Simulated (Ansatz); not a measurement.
AlN (zinc blende)

```
AlN
1.0
    0.00000     2.18491     2.18491
    2.18491     0.00000     2.18491
    2.18491     2.18491     0.00000
N Al
1 1
Direct
  0.75000   0.75000   0.75000
  0.00000   0.00000   0.00000
```

Two-dimensional scan of atom 2 (Al, nearest neighbour N at 1.892 Å; its periodic images, 3.1 Å or more away, move with it): u runs along (1.000, 0.000, 0.000), v along (0.000, 1.000, 0.000) (Cartesian). Cell and other atoms are fixed.

These are r2SCAN (plane waves to 500 eV, PAW, scalar-relativistic; Ansatz, a program for electronic structure) values and carry that method's errors. k mesh 10×10×10 (Γ-centred), Fermi-Dirac smearing 0.05 eV. Compression counts positive. AlN was relaxed with its symmetry unable to fall.

Changes of P (GPa) from the point u = 0.000 Å, v = 0.000 Å when one coordinate moves alone (two changes are said to add if the coupling is within 5 % of the smaller one, nearly so within 20 %):

| point | change |
|---|---|
| u = 0.000 Å, v = -0.280 Å | 9.50 |
| u = 0.000 Å, v = -0.140 Å | 2.44 |
| u = -0.280 Å, v = 0.000 Å | 9.50 |
| u = -0.140 Å, v = 0.000 Å | 2.44 |
| u = 0.140 Å, v = 0.000 Å | 2.44 |
| u = 0.280 Å, v = 0.000 Å | 9.50 |
| u = 0.000 Å, v = 0.140 Å | 2.44 |
| u = 0.000 Å, v = 0.280 Å | 9.50 |

What is the change at u = -0.280 Å, v = 0.280 Å, where both move, and how far is it from the sum?

The sum of the single changes is 9.50 + (9.50) = 19.00; the calculation gives 21.32, so the coupling contributes 2.32 (over 20 % of the smaller single change, not additive).

Do the two effects add at u = -0.140 Å, v = -0.280 Å? Give the computed change.

The sum of the single changes is 2.44 + (9.50) = 11.94; the calculation gives 12.54, so the coupling contributes 0.60 (over 20 % of the smaller single change, not additive).

What is the change at u = 0.140 Å, v = -0.140 Å, where both move, and how far is it from the sum?

The sum of the single changes is 2.44 + (2.44) = 4.88; the calculation gives 5.03, so the coupling contributes 0.15 (under 20 % of the smaller single change, nearly additive).

(For displaced atoms, the force is minus the slope of the energy, and its curvature is a force constant, which sets phonon frequencies.)
